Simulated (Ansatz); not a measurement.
Input file for Ansatz (an electronic-structure program):

Ansatz 0.2 input:
```yaml
crystal:
  lattice:
    - [0.0, 4.0122293414, 4.0122293414]
    - [4.0122293414, 0.0, 4.0122293414]
    - [4.0122293414, 4.0122293414, 0.0]
  atoms:
    - { symbol: K, position: [0.75, 0.75, 0.75] }
    - { symbol: K, position: [0.25, 0.25, 0.25] }
    - { symbol: Li, position: [0.5, 0.5, 0.5] }
    - { symbol: Rh, position: [0.0, 0.0, 0.0] }
    - { symbol: F, position: [0.7535282079, 0.2464717921, 0.2464717921] }
    - { symbol: F, position: [0.2464717921, 0.7535282079, 0.7535282079] }
    - { symbol: F, position: [0.2464717921, 0.7535282079, 0.2464717921] }
    - { symbol: F, position: [0.7535282079, 0.2464717921, 0.7535282079] }
    - { symbol: F, position: [0.2464717921, 0.2464717921, 0.7535282079] }
    - { symbol: F, position: [0.7535282079, 0.7535282079, 0.2464717921] }
kpoints:
  mp_grid: { grid: [4, 4, 4] }
hamiltonian:
  xc: hse06
  pseudopotentials: { kind: paw }
scf:
  n_extra_bands: 10
  occupations: { method: fixed }
output:
  eigenvalues: true
  eigenstates:
    e_range: [-9.0, 10.9]
    kpoints:
      - [0.0, 0.5, 0.5]  # VBM
      - [0.0, 0.5, 0.5]  # CBM
      - [0.0, 0.0, 0.0]  # GAMMA
      - [0.5, 0.0, 0.5]  # X
      - [0.5, 0.5, 0.5]  # L
      - [0.5, 0.25, 0.75]  # W
      - [0.375, 0.375, 0.75]  # K
      - [0.625, 0.25, 0.625]  # U
```

Output (shortened):

```
Pseudopotentials: kind: paw
Pseudopotential: K, paw, valence charge 9
Pseudopotential: Li, paw, valence charge 3
Pseudopotential: Rh, paw, valence charge 17
Pseudopotential: F, paw, valence charge 7
Functional definition: HSE06
davidson cushion auto → on  (no smearing: the cushion is to keep the highest requested band from converging to the state above it …
Crystal: 10 atoms, lattice volume = 129.178 Å³
Basis set: ecut = 420 eV, 2565 PW (Γ)
Bands: 50, of which v1, the nominal top of the filled ones, is band 40 counted from 1 (39 counted from 0)
Symmetry: 48 space group operations
Space group: Fm-3m (ITA 225), of the structure as read, at distance tolerance 5.1e-5 Å
k-points: 8 of 64
PAW frozen core: K, regenerated for the run's functional, and the local potential with it
PAW frozen core: Rh, regenerated for the run's functional, and the local potential with it
PAW frozen core: F, regenerated for the run's functional, and the local potential with it
Initial wavefunctions: pseudopotential atomic-orbital guess
Eigensolver: davidson
Functional: x = pbe(κ = 0.804, μ = 0.2195149727645171), c = pbe(β = 0.06672455060314922), warm-up for x = pbe(κ = 0.804, μ = 0.2195149727645171) + 0.25 (exact …
SCF iter   1: F=—  HF=-14540.717398 eV  |F-HF|=—  |Δ(HF+E_count)|=         —  Δρ=1.99e-3  dr2=6.33e-3  ethr=1.77e-3  ⟨swp⟩=11.0  Hψ=1974  notcnv=0
preconditioner: auto → none
SCF iter   2: F=—  HF=-14540.718509 eV  |F-HF|=—  |Δ(HF+E_count)|=   1.11e-3  Δρ=2.14e-3  dr2=6.85e-3  ethr=7.91e-6  ⟨swp⟩=5.2  Hψ=1357  notcnv=0
iter 3 solved again at ethr=1.44e-7 eV; its pass at ethr=7.91e-6 eV (dr2=1.15e-4 eV) is discarded
SCF iter   3: F=-14540.717105 eV  HF=-14540.717135 eV  |F-HF|=2.95e-5  |Δ(HF+E_count)|=   1.37e-3  Δρ=4.96e-4  dr2=1.23e-4  ethr=1.44e-7  ⟨swp⟩=4.1  Hψ=2028  notcnv=0
SCF 1 stopped early in 3 iterations: F = -14540.717105 eV  dr2 = 1.23e-4
Crystal: 10 atoms, lattice volume = 129.178 Å³
Initial density: handed on by an earlier stage of this run
Initial wavefunctions: those handed on with the density
Functional: x = pbe(κ = 0.804, μ = 0.2195149727645171) + 0.25 (exact − pbe) at short range (hse, ω = 0.20786987370883472 Å⁻¹), c = pbe(β = 0.06672455060314922); HSE06 as pw.x's `hse` composes it (authors' and Libxc's form: `xc: wpbeh`)
Exchange kernel: α = 0.2500, screened, ω = 0.2079 Å⁻¹, Wigner–Seitz truncation, v(0) = 1046.2835 eV·Å³, q-mesh 4×4×4, nearest image of the exchange supercell L …
Frozen-core exchange: fock
SCF iter   1: F=—  HF=-14544.227970 eV  |F-HF|=—  |Δ(HF+E_count)|=         —  Δρ=1.56e-2  dr2=3.32e-1  ethr=1.53e-6  ⟨swp⟩=8.4  Hψ=2082  notcnv=0
preconditioner: auto → none
SCF iter   2: F=—  HF=-14544.191772 eV  |F-HF|=—  |Δ(HF+E_count)|=   3.62e-2  Δρ=1.28e-2  dr2=2.05e-1  ethr=1.53e-6  ⟨swp⟩=5.2  Hψ=1791  notcnv=0
SCF iter   3: F=—  HF=-14544.147095 eV  |F-HF|=—  |Δ(HF+E_count)|=   4.47e-2  Δρ=3.88e-3  dr2=1.02e-2  ethr=1.53e-6  ⟨swp⟩=5.0  Hψ=1555  notcnv=0
SCF iter   4: F=—  HF=-14544.181816 eV  |F-HF|=—  |Δ(HF+E_count)|=   3.47e-2  Δρ=1.99e-3  dr2=3.22e-3  ethr=1.53e-6  ⟨swp⟩=4.6  Hψ=1391  notcnv=0
SCF iter   5: F=—  HF=-14544.180997 eV  |F-HF|=—  |Δ(HF+E_count)|=   8.19e-4  Δρ=2.47e-4  dr2=9.29e-5  ethr=1.53e-6  ⟨swp⟩=3.9  Hψ=1170  notcnv=0
SCF iter   6: F=-14544.181575 eV  HF=-14544.181591 eV  |F-HF|=1.54e-5  |Δ(HF+E_count)|=   5.94e-4  Δρ=3.13e-4  dr2=3.07e-5  ethr=3.73e-8  ⟨swp⟩=4.6  Hψ=1330  notcnv=0
SCF 2 stopped early in 6 iterations: F = -14544.181575 eV  dr2 = 3.07e-5
hybrid outer 1: dexx = +4.247e-2 eV, tail = 1.69e-4 eV
Crystal: 10 atoms, lattice volume = 129.178 Å³
Exchange kernel: α = 0.2500, screened, ω = 0.2079 Å⁻¹, Wigner–Seitz truncation, v(0) = 1046.2835 eV·Å³, q-mesh 4×4×4, nearest image of the exchange supercell L …
Frozen-core exchange: fock
SCF iter   1: F=—  HF=-14544.181554 eV  |F-HF|=—  |Δ(HF+E_count)|=         —  Δρ=1.57e-4  dr2=1.69e-5  ethr=1.06e-6  ⟨swp⟩=3.0  Hψ=940  notcnv=0
preconditioner: auto → none
iter 2 solved again at ethr=4.93e-10 eV; its pass at ethr=1.75e-8 eV (dr2=3.94e-7 eV) is discarded
SCF iter   2: F=—  HF=-14544.181550 eV  |F-HF|=—  |Δ(HF+E_count)|=   3.29e-6  Δρ=3.68e-5  dr2=5.91e-7  ethr=4.93e-10  ⟨swp⟩=3.8  Hψ=2097  notcnv=0
SCF iter   3: F=—  HF=-14544.181552 eV  |F-HF|=—  |Δ(HF+E_count)|=   1.32e-6  Δρ=2.26e-5  dr2=3.58e-7  ethr=4.68e-10  ⟨swp⟩=5.1  Hψ=1295  notcnv=0
SCF iter   4: F=-14544.181552 eV  HF=-14544.181552 eV  |F-HF|=4.36e-9  |Δ(HF+E_count)|=   1.11e-7  Δρ=1.81e-6  dr2=1.11e-8  ethr=4.17e-10  ⟨swp⟩=3.0  Hψ=1051  notcnv=0
SCF 3 converged in 4 iterations: F = -14544.181552 eV  dr2 = 1.11e-8
hybrid outer 2: dexx = +1.535e-6 eV, tail = 7.76e-8 eV, Δε = 2.65e-3 eV (about 7.31e-5 eV left of the loop's levels)
NSCF: frozen V_eff on 8 k-points
hybrid SCF converged: 2 outer / 10 inner (+3 warm-up), last move |dexx| = 1.53e-6 eV, tail = 7.76e-8 eV
Stability not checked (fock_operator)
Free energy (F): -14544.181552 eV
Frozen-core exchange: fock
Harris-Foulkes:  -14544.181552 eV  (|F-HF|=4.36e-9)
Internal energy: -14544.181552 eV  (E = F + TS)
E sigma→0 (E₀):  -14544.181552 eV
Fermi energy:    3.983416 eV
--- Per-component energies (eV) ---
  E_band       = -924.400440
  E_kinetic    = 2354.649033
  E_local      = -7404.900874  (includes V_loc(G=0)·N_el)
  E_nonlocal   = 780.048889
  E_hartree    = 2756.186371
  E_xc         = -785.371675
  E_vxc        = -980.695930  (∫ρ·V_xc dr)
  E_exx        = -282.699964  (= α·E_x^exact, valence–valence)
  E_paw        = -6294.867898  (= ΣΔE_a)
  E_vpaw       = -620.484029  (= ΣTr[D̂ρ^β])
  E_aug_tail   = 0.013129  (compensation charges beyond the density's cutoff)
  E_ewald      = -5666.256313
  E_core_change = -0.982249  (= ΣΔE_core)
  E_smearing   =  0.000000  (= −TS)
  E_closure    =  0.000000  (closes the sum)
  Σ components = -14544.181552   (vs F -14544.181552, Δ=0.00e0)
  [band-id]    e_kinetic+e_local+e_nonlocal+2·e_hartree+e_vxc+2·e_exx+e_vpaw+e_augmentation_tail = -924.396968   (vs E_band -924.400440, Δ=3.47e-3)
--- Band table (eV; the first three rows and the last of 8) ---
  k-point 0: bands = ["-78.0758", "-44.5714", "-44.5714", "-44.5714", "-41.7692", "-25.4618", "-25.4002", "-20.3159", "-19.8620", "-19.8620", "-19.8165", "-19.8165", "-19.8165", "-7.8039", "-7.8039", "-7.8039", "-7.6033", "-7.6033", "-7.6033", "-2.0807", "-1.5161", "-1.5161", "-1.1526", "-1.1526", "-1.1526", "-0.7826", "-0.7826", "-0.7826", "0.6344", "0.6344", "0.6344", "1.0084", "1.0084", "1.0084", "1.2761", "1.2761", "1.2761", "3.6789", "3.6789", "3.6789", "9.0146", "9.0146", "11.3722", "14.0689", "14.0689", "14.4988", "14.4988", "14.4988", "16.8356", "16.8356"]
  k-point 1: bands = ["-78.0757", "-44.5714", "-44.5714", "-44.5713", "-41.7692", "-25.4497", "-25.4063", "-20.2771", "-19.9179", "-19.9179", "-19.8839", "-19.7617", "-19.7617", "-7.7522", "-7.7522", "-7.6912", "-7.6094", "-7.6094", "-7.5561", "-1.9099", "-1.7590", "-1.7590", "-1.2410", "-1.0870", "-1.0870", "-0.8727", "-0.4109", "-0.4109", "0.4313", "0.4313", "0.5456", "0.7198", "0.9691", "0.9691", "1.1103", "1.1103", "1.1823", "3.7268", "3.7637", "3.7637", "8.8760", "8.8760", "12.0932", "14.5140", "14.5140", "14.6155", "15.0225", "15.0225", "16.8106", "16.8545"]
  k-point 2: bands = ["-78.0757", "-44.5714", "-44.5714", "-44.5713", "-41.7692", "-25.4254", "-25.4246", "-20.2180", "-19.9714", "-19.9484", "-19.9484", "-19.7322", "-19.7322", "-7.6656", "-7.6656", "-7.6497", "-7.6497", "-7.5431", "-7.5387", "-1.9168", "-1.9168", "-1.8082", "-1.0590", "-1.0402", "-0.9934", "-0.9934", "-0.1172", "-0.1172", "-0.0220", "0.2515", "0.2515", "0.8745", "0.8745", "0.8838", "0.9556", "0.9556", "1.0099", "3.7628", "3.8358", "3.8358", "8.7470", "8.7470", "13.3808", "13.9805", "15.3861", "15.3861", "15.4890", "15.4890", "16.5281", "16.5281"]
  k-point 7: bands = ["-78.0757", "-44.5714", "-44.5714", "-44.5714", "-41.7692", "-25.4230", "-25.4230", "-20.1833", "-20.0728", "-19.9076", "-19.8234", "-19.8234", "-19.7630", "-7.6353", "-7.6273", "-7.6146", "-7.6146", "-7.5282", "-7.5183", "-2.1503", "-1.8719", "-1.2841", "-1.2841", "-1.2470", "-0.8571", "-0.4524", "-0.4524", "-0.3112", "0.2697", "0.2697", "0.4783", "0.5051", "0.5051", "0.5363", "0.6804", "1.0149", "1.0149", "3.8190", "3.8190", "3.9833", "8.6129", "8.8384", "14.5837", "14.6206", "14.6206", "15.5820", "15.6469", "15.6469", "16.6402", "16.6916"]
  band table: 50 of 50 bands, residual norms ≤ 1.0e-3 eV
```

Cost: about 4 core-minutes (a rough figure) on shared cores.

The points marked VBM and CBM come from a semilocal run.

The first step of the workflow began from a Materials Project structure, measured or hypothetical; the Crystallography Open Database copy checked does not list it. Whether it is the stable phase at ambient conditions was not checked. Symmetry was held in the PBEsol relaxation; of distortions, only those at the zone centre were tested. The run is not spin-polarised. Spin–orbit coupling is left out wherever it is not named.

Potentials: the later of the program's two PAW sets.

Ansatz is a plane-wave DFT program.
